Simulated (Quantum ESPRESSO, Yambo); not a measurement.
At a photon energy of 10.88 eV, RPA with local fields on LDA bands shifted by a G0W0 scissor of 3.14 eV (Quantum ESPRESSO and Yambo; 6×6×4 mesh, 95 bands, 3 Ry local-field block, 0.2 eV broadening) gives ε = 3.48 + 0.65i for SiO2 (space group P6_222, No. 180), field along x. Axes are Cartesian, with cell vectors (Å) (5.06, 0.00, 0.00), (-2.53, 4.38, 0.00), (0.00, 0.00, 5.54).

Q: Work out n, κ, the normal-incidence reflectivity, the absorption coefficient and the penetration depth.

A: 
|ε| = 3.54; n = √((|ε| + ε1)/2) = 1.87, κ = √((|ε| − ε1)/2) = 0.17. R = ((n − 1)² + κ²)/((n + 1)² + κ²) = 0.10. α = 2Eκ/(ħc) with ħc = 197.327 eV nm: 0.0191 per nm = 1.9 × 10⁵ per cm, a 1/e depth of 52 nm. The computed direct gap is 8.83 eV, and the energy scale of the real crystal may differ from it. Excitonic effects are left out, and values at one energy depend on mesh and broadening. The scissor comes from a G0W0 run whose convergence isn't established. Convergence of the RPA response with its 6×6×4 mesh was not tested.

Geometry of the Materials Project entry, not relaxed at this level; primitive cell a = b = 5.061 Å, c = 5.540 Å, α = β = 90.00°, γ = 120.00°.

This is not the ordinary phase of the substance.
